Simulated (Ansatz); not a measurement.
# 4 guesses for ZnCd3SO and where they end

These are results of DFT PBE, scalar-relativistic, plane waves, PAW (Ansatz 0.2.0), not measurements. All cells share a 420 eV cutoff and Γ-centred k meshes spaced at most about 0.3 Å⁻¹ (about 0.25 or finer for metals, 2π included). No spin polarisation in the final relaxations.

Each guess was relaxed in cell and atoms at zero pressure, within the symmetry of its start. All energies are static (0 K, no zero-point motion). Coordination counts O or S atoms around Cd and Zn (for each partner element, those within 1.25 times its shortest distance or 1.15 times the sum of covalent radii, where it is the nearest in units of that sum or under 1.3; a plus sign parts groups by distance over the sum of covalent radii; the shortest distance is added where it exceeds 1.18 times the sum of covalent radii; a slash parts the counts of unlike sites).

```
guess    made from  start group  V start (Å³/atom)  end group  V end (Å³/atom)               coordination at the end  gap on mesh (eV)  E over the lowest end (meV/atom)
    1  random cell       P4/mmm               19.9     P4/mmm             26.0               Zn 2, Cd 2/4 from 3.7 Å                 0                                 0
    2  random cell       P4/mmm               24.2          ?                ?                                     ?                 ?                                 ?
    3  random cell         P6mm               19.4       P6mm             33.5               Zn 1, Cd 1/3 from 3.6 Å                 0                               183
    4  random cell       P4/mmm               22.8     P4/mmm             22.2  Zn 2+8 from 5.1 Å, Cd 1/8 from 5.7 Å                 0                               396
```

Guess 2 as it starts:

Space group P4/mmm (No. 123). a = 5.248 Å, b = 5.248 Å, c = 5.279 Å, α = 90.00°, β = 90.00°, γ = 90.00°
```json
{"atom": "Zn", "site": "1b", "symmetry": "4/mmm", "x": "0.0000", "y": "0.0000", "z": "0.5000"}
{"atom": "Cd", "site": "2e", "symmetry": "mmm.", "x": "0.0000", "y": "0.5000", "z": "0.5000"}
{"atom": "Cd", "site": "1a", "symmetry": "4/mmm", "x": "0.0000", "y": "0.0000", "z": "0.0000"}
{"atom": "S", "site": "1d", "symmetry": "4/mmm", "x": "0.5000", "y": "0.5000", "z": "0.5000"}
{"atom": "O", "site": "1c", "symmetry": "4/mmm", "x": "0.5000", "y": "0.5000", "z": "0.0000"}
```

Q: Fill in the missing row: what does this guess relax into, and where does it rank?

A: It ends in space group P4/mmm (No. 123), with a = 5.367 Å, c = 4.800 Å, 23.0 Å³/atom and no gap. It lies 0.36 eV/atom over the lowest end, above guess 3 and below guess 4. Counting O or S atoms around Cd and Zn, this end has Zn 4 from 3.8 Å, Cd 2/8 from 4.5 Å and the lowest (guess 1) has Zn 2, Cd 2/4 from 3.7 Å.

```xyz
6
Lattice="5.3669 0.0000 0.0000 0.0000 5.3669 0.0000 0.0000 0.0000 4.7995" Properties=species:S:1:pos:R:3 pbc="T T T"
Zn    0.0000    0.0000    2.3998
Cd    0.0000    2.6835    2.3998
Cd    2.6835    0.0000    2.3998
Cd    0.0000    0.0000    0.0000
S     2.6835    2.6835    2.3998
O     2.6835    2.6835    0.0000
```

The zero of energy is the elements' standard structures at the same level (O₂ as a molecule); no fitted shifts are applied.

Q: Is the lowest end bound against the elements?

A: No: its formation energy is +0.05 eV/atom. A positive value: parting into the elements would lower its energy.

The zero gap of P4/mmm at 26.0 Å³/atom may come from the functional, which often closes small gaps, or the cell may be a true semimetal. A magnetic state wasn't ruled out in cells without spin, among them P4/mmm at 26.0 Å³/atom, P4/mmm at 22.2 Å³/atom. The reference form of S is held partly by dispersion forces, which this level lacks. Cells relaxed within their symmetry can be saddle points. A lower structure may well exist outside this small set. Some structure types and database cells were kept out of the candidates from the start, so a known form may be missing.
